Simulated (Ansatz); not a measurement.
Total density of states per atom from the program Ansatz at the r²SCAN level (PAW), in 0.25 eV bins, energy from the Fermi level:

```
E (eV) | states/eV/atom
    -7.85 |  0.03
    -7.60 |  0.02
    -7.35 |  0.02
    -7.10 | # 0.03
    -6.85 | # 0.03
    -6.60 |  0.01
    -6.35 | # 0.04
    -6.10 | ### 0.17
    -5.85 | ####### 0.37
    -5.60 | ####### 0.39
    -5.35 | ######## 0.39
    -5.10 | #### 0.20
    -4.85 | ###### 0.29
    -4.60 | #### 0.23
    -4.35 | ######### 0.46
    -4.10 | ####### 0.34
    -3.85 | ########### 0.56
    -3.60 | ########### 0.56
    -3.35 | ########### 0.56
    -3.10 | ############### 0.79
    -2.85 | ############## 0.74
    -2.60 | ###################### 1.14
    -2.35 | ################ 0.84
    -2.10 | ######### 0.45
    -1.85 | ############ 0.64
    -1.60 | ############ 0.63
    -1.35 | ########################## 1.36
    -1.10 | ##################### 1.09
    -0.85 | ################ 0.84
    -0.60 | ################ 0.84
    -0.35 | ############## 0.74
    -0.10 | ################# 0.87
     0.15 | ######### 0.49
     0.40 | ################ 0.84
     0.65 | ############### 0.78
     0.90 | ################ 0.84
     1.15 | ############################## 1.56
     1.40 | ######################## 1.23
     1.65 | ##################### 1.11
     1.90 | ########################## 1.34
     2.15 | ############################ 1.44
     2.40 | ############################# 1.50
     2.65 | ################## 0.93
     2.90 | ########### 0.57
     3.15 | ########### 0.58
     3.40 | ########### 0.56
     3.65 | ########## 0.51
     3.90 | ######## 0.43
```

### Question
Which compound is it?
A) Ge, P6_3/mmc (Ge on 4f)
B) ZnGeAs2, chalcopyrite
C) V5Ge3, I4/mcm (V on 16k, V on 4b, Ge on 8h, Ge on 4a)
D) SrAlGe, P-6m2 (Sr on 1a, Al on 1f, Ge on 1d)

### Answer
C, V5Ge3, I4/mcm (V on 16k, V on 4b, Ge on 8h, Ge on 4a). Within 0.5 eV of the Fermi level: V 3d 91 %. Projections are on Löwdin-orthogonalised atomic valence shells; empty p or d shells of many metals are not among them.

The first step of the workflow began from a Materials Project structure, measured or hypothetical; the Crystallography Open Database copy checked does not list it. COD files the formula under space group No. 193, so this cell is another polymorph or a model. Its standing as an ambient phase is unchecked. The cell was relaxed with r²SCAN under the symmetry of its start; whether a distortion lowers the energy is not shown. The run is not spin-polarised. Scalar-relativistic: spin–orbit coupling is off unless named, which matters more the heavier the elements.

Potentials: the later of the program's two PAW sets.
